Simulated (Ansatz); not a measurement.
# TiTlPS₅: ³³S NMR of the central transition

Cell: a Materials Project structure (computed, not necessarily an observed phase), taken as it stands.

Space group P-1 (No. 2); a = 6.7469, b = 7.1173, c = 9.4070 Å, α = 106.78°, β = 99.72°, γ = 91.61°.

| site | Wyckoff | site symmetry | x | y | z |
| --- | --- | --- | --- | --- | --- |
| Ti | 2i | 1 | 0.5031 | 0.2770 | 0.0005 |
| Tl | 2i | 1 | 0.7273 | 0.6923 | 0.4420 |
| P | 2i | 1 | 0.2838 | 0.8941 | 0.7328 |
| S7 | 2i | 1 | 0.1746 | 0.6925 | 0.8264 |
| S8 | 2i | 1 | 0.3453 | 0.5427 | 0.1254 |
| S9 | 2i | 1 | 0.4102 | 0.0612 | 0.1693 |
| S11 | 2i | 1 | 0.1774 | 0.1617 | 0.8303 |
| S12 | 2i | 1 | 0.7727 | 0.1900 | 0.4918 |

One atom of each set is listed.

Method: Kohn–Sham DFT in Ansatz, PBE, plane waves and PAW, scalar-relativistic, 420 eV cutoff, Γ-centred 4×4×3 k-points, Fermi–Dirac smearing 0.02 eV.

³³S has I = 3/2 and Q = -69.40 mb (Pyykkö 2018); at 21.1 T its Larmor frequency is ν₀ = 69.0 MHz. Only the quadrupole interaction is simulated: positions count from each site's isotropic chemical shift, and shift anisotropy, dipolar and J coupling are left out.

Simulated pattern of one S site (static powder, Gaussian broadening 30 kHz):

| offset (kHz) | height |
| --- | --- |
| -836.0 | 0 |
| -802.1 | 0 |
| -768.3 | 15 |
| -734.5 | 49 |
| -700.6 | 54 |
| -666.8 | 58 |
| -632.9 | 63 |
| -599.1 | 71 |
| -565.2 | 87 |
| -531.4 | 100 |
| -497.5 | 77 |
| -463.7 | 66 |
| -429.8 | 59 |
| -396.0 | 55 |
| -362.1 | 52 |
| -328.3 | 50 |
| -294.4 | 48 |
| -260.6 | 47 |
| -226.7 | 46 |
| -192.9 | 45 |
| -159.0 | 45 |
| -125.2 | 44 |
| -91.3 | 44 |
| -57.5 | 44 |
| -23.6 | 44 |
| 10.2 | 38 |
| 44.1 | 35 |
| 77.9 | 36 |
| 111.8 | 38 |
| 145.6 | 40 |
| 179.5 | 43 |
| 213.3 | 48 |
| 247.2 | 54 |
| 281.0 | 67 |
| 314.9 | 97 |
| 348.7 | 80 |
| 382.6 | 54 |
| 416.4 | 16 |
| 450.3 | 0 |
| 484.1 | 0 |

Q: Which |C_Q| and η does the pattern imply?

A: The pattern spans 1167 kHz before broadening and its centre of gravity is at -197 kHz, which fixes P_Q; the places of the horns and steps fix η. That gives P_Q = 23.3 MHz, |C_Q| = 23.2 MHz and η = 0.17, the values that the calculation gives site S9 (1 P at 2.09 Å; also 2 Ti at 2.62–2.64 Å). The other sites have |C_Q| = 25.5, 5.16, 25.3, 28.4 MHz. The sign of C_Q can't be read from the pattern.

At S9 V_zz points along its bond to P (within 7°).

With ν_Q/ν₀ up to 0.21, terms beyond second order are no longer negligible.
